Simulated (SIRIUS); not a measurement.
Input and output of a self-consistent single point for CdTe (F-43m, 8 atoms in the cell; from Materials Project mp-406, changed as shown) (SIRIUS).

Level of theory: PBE, GBRV PBE ultrasoft pseudopotentials (plane waves; SIRIUS 7.12.0).

The change in words: lattice scaled by 1.02. Reference geometry (F-43m):
```
CELL_PARAMETERS angstrom
      6.56423     0.00000     0.00000
      0.00000     6.56423     0.00000
      0.00000     0.00000     6.56423
ATOMIC_POSITIONS crystal
  Cd 0.00000 0.00000 0.00000
  Cd 0.00000 0.50000 0.50000
  Cd 0.50000 0.00000 0.50000
  Cd 0.50000 0.50000 0.00000
  Te 0.25000 0.25000 0.75000
  Te 0.25000 0.75000 0.25000
  Te 0.75000 0.25000 0.25000
  Te 0.75000 0.75000 0.75000
```

Reference input (self-consistent single point, DFT, PBE, plane waves, GBRV PBE ultrasoft pseudopotentials): parameters.ngridk = 4 4 4; parameters.xc_functionals = [XC_GGA_X_PBE, XC_GGA_C_PBE]; parameters.gk_cutoff = 6.325 1/bohr; parameters.pw_cutoff = 14.143 1/bohr; parameters.smearing = fermi_dirac; parameters.smearing_width = 0.000734986 Ha; potentials = GBRV PBE ultrasoft pseudopotentials; parameters.electronic_structure_method = pseudopotential; parameters.num_bands = 43; parameters.num_mag_dims = 0; parameters.num_dft_iter = 100; parameters.energy_tol = 1e-07 Ha. This run's input differs from it in these lines:

```diff
@@ -32,7 +32,7 @@
     "lattice_vectors": [
-      [0.9999999935, 0.0, 0.0],
-      [0.0, 0.9999999935, 0.0],
-      [0.0, 0.0, 0.9999999935]
+      [0.9999999694, 0.0, 0.0],
+      [0.0, 0.9999999694, 0.0],
+      [0.0, 0.0, 0.9999999694]
     ],
-    "lattice_vectors_scale": 12.404597,
+    "lattice_vectors_scale": 12.65269,
     "atom_coordinate_units": "lattice",
```

Output, abridged:

```
[find] density tolerance         : 1e-06
[find] total energy tolerance    : 1e-07
[find] iter_solver_tol (initial) : 0.01
[find] iter_solver_tol (target)  : 1e-13
[find] num_dft_iter              : 100
Charges and magnetic moments
--------------------------------------------------------------------------------
total charge          : 72.000000
[find] | SCF iteration   0 out of 100|
[diagonalize] iterative solver tolerance (occupied, empty): 0.01 0.01
[diagonalize] average number of iterations: 2
[find] Charges and magnetic moments
[find] total charge          : 72.000000
[find] Energy
[find] smearing (-TS)                 :      -0.00000000
   [... lines left out ...]

[find] Charges and magnetic moments
[find] total charge          : 72.000000
[find] Energy
[find] smearing (-TS)                 :      -0.00000001
[find] Total energy                   :    -282.57515071 (Ha),    -565.15030143 (Ry)
[find] Free energy (E-TS)             :    -282.57515072 (Ha),    -565.15030144 (Ry)
[find] band gap (eV)                  :       0.47743825
[find] Efermi                         :       0.15871491
[find] iteration : 32, RMS (target) : 3.3038e-07 (1.0000e-06) , energy difference (target) : -3.7460e-11 (1.0000e-07)
[find] bands are converged : true
[find] iterative solver converged : false
[find] converged after 33 SCF iterations!
[find] Charges and magnetic moments
[find] total charge          : 72.000000
[find] Energy
[find] smearing (-TS)                 :      -0.00000001
[find] Total energy                   :    -282.57515071 (Ha),    -565.15030143 (Ry)
[find] Free energy (E-TS)             :    -282.57515072 (Ha),    -565.15030144 (Ry)
[find] band gap (eV)                  :       0.47743825
[find] Efermi                         :       0.15871491
[ground_state] === stress tensor components [kbar] ===
[ground_state] === stress_total ===
[ground_state]    11.375264    0.000000   -0.000000
[ground_state]     0.000000   11.375264   -0.000000
[ground_state]    -0.000000   -0.000000   11.375264
[ground_state] ==== total Forces in Ha/bohr =====
[ground_state] atom:    0, force:       0.0000000      0.0000000      0.0000000
   [... zero for the other atoms too ...]
```

The run converged in 33 iterations. SIRIUS prints the stress tensor with tension positive. Against the reference run the free energy hardly moves (within 1 meV/atom), the pressure goes from 0.96 to -1.14 GPa and the gap on the mesh goes from 0.649 to 0.477 eV.

Spin-orbit coupling is left out, which matters for bands and gaps with elements this heavy. The structure comes from a collection of computed structures, made at another level of theory; the collection holds predicted forms beside known ones.

Cost on one core: around 2.8 core-minutes (rough).

The gap that the log prints is read on the run's mesh, which can miss the band edges or a crossing.
